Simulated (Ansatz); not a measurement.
SrO at 5.4 GPa: a phonon run with field response switched off

The calculation used DFT PBE, scalar-relativistic, plane waves, PAW in Ansatz.

Launched with:
```bash
ansatz run input.yaml --threads 1 --pin off --max-ram 1228MiB --backend cpu --events-out ev --progress --plain --runs-dir out
```

Input (bare energies are in eV):
```yaml
crystal:
  lattice:
    - [0.0, 2.5489, 2.5489]
    - [2.5489, 0.0, 2.5489]
    - [2.5489, 2.5489, 0.0]
  atoms:
    - { symbol: Sr, position: [0.0, 0.0, 0.0] }
    - { symbol: O, position: [0.5, 0.5, 0.5] }
basis:
  ecutwfc: 420
kpoints:
  mp_grid: { grid: [8, 8, 8] }
hamiltonian:
  xc: pbe
scf:
  occupations: { method: fixed }
output:
  eigenvalues: true
phonons:
  method: dfpt
  dielectric: false
```

From the output:
```
--- Phonons (Γ-DFPT): 2 representative perturbations + reference, on 59 of 512 k-points (Σ response iterations 6) ---
  k mesh reduced under 8 symmetry operations, with k and −k counted as one. Each operation leaves every solved perturbation unchanged. A smaller set is not used because it would not reduce the number of displacements ...
  ASR residual: 1.011e-4 → 0.000e0 eV/Å²; symmetrization residual: 3.362e-7 eV/Å²
  ASR residual per site (eV/Å²): 4.74e-5 1.01e-4
  Γ frequencies (cm⁻¹): 0.00 0.00 0.00 222.59 222.59 222.59
  non-analytic LO–TO correction: not included (Born effective charges unavailable; polar crystals: no LO–TO splitting at Γ)
```

Beside the reference run (Cutoff 420 eV, 8×8×8 k-points (Γ-centred), fixed occupations. No spin polarisation. Phonons by linear response, acoustic sum rule imposed.), the optical modes at Γ (cm⁻¹, by rank, those that always equal the one before left out, no LO field; i marks imaginary), ε∞ and the mean Born charge of atom 1:
```json
{"setting": "reference run", "mode 1": "223", "ε∞": "3.81", "Z* of atom 1": "2.47"}
{"setting": "field response switched off", "mode 1": "223", "ε∞": "–", "Z* of atom 1": "–"}
```

The cell is the ideal cubic rocksalt prototype.